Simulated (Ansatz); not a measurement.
Data:

ZnO:
```
CELL_PARAMETERS angstrom
      3.22965     0.00000     0.00000
     -1.61482     2.79696     0.00000
      0.00000     0.00000     5.21473
ATOMIC_POSITIONS crystal
  Zn 0.66667 0.33333 0.00204
  Zn 0.33333 0.66667 0.50204
  O  0.66667 0.33333 0.62316
  O  0.33333 0.66667 0.12316
```

This is the PBEsol-relaxed structure. Tensor components refer to the Cartesian frame of this cell.

### Question
All from DFT-PBEsol in the program Ansatz with PAW potentials, unless another level is named. Give the hole effective mass, band 2 of 2 at the edge.

### Answer
0.15 along x, 2.8 along z (mₑ).

### Question
Give the formation energy from the elements (no fitted shifts).

### Answer
-1438 meV/atom.

### Question
Next, the band gap?

### Answer
0.70 eV (direct).

Space group P6_3mc (wurtzite). The cell was relaxed with PBEsol under the symmetry of its start. The references are the lowest solids computed at this level, not always the standard phases (solids in place of the gases).

Potentials: the later of the program's two PAW sets.
